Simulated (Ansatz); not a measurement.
A geometry of Ag away from equilibrium: step 17 of the relaxation of a randomly generated symmetric cell of Ag (space group No. 69). Computed with PBEsol (plane waves to 420 eV, PAW, scalar-relativistic; Ansatz, a quantum-chemistry and plane-wave program). Γ-centred k-mesh 11×11×11 on the run's cell (coarser than for final values), Fermi–Dirac smearing 0.05 eV.

```
CELL_PARAMETERS angstrom
      0.00000     2.04265     4.37840
      1.99764     0.00000     4.37840
      1.99764     2.04265     0.00000
ATOMIC_POSITIONS crystal
  Ag 0.64476 0.64476 0.35524
  Ag 0.35524 0.35524 0.64476
```

Q: Which atoms carry the largest force, and which way does it point?

A: 0.06 eV/Å, on Ag1, Ag2 (atoms numbered as listed); on Ag1 its components are (0.00, 0.00, 0.06).

Q: What is the pressure?

A: +5.9 GPa, compression positive.

No spin polarisation in the result.

The run could not lose the symmetry of its start: the end is stationary, and may be a saddle point rather than a minimum.

The end of the path is a generated cell of Ag: the first start was made by a random draw of sites in a space group, and the end was not matched to a known phase here, so it may be hypothetical. Known forms of Ag include space group No. 225.
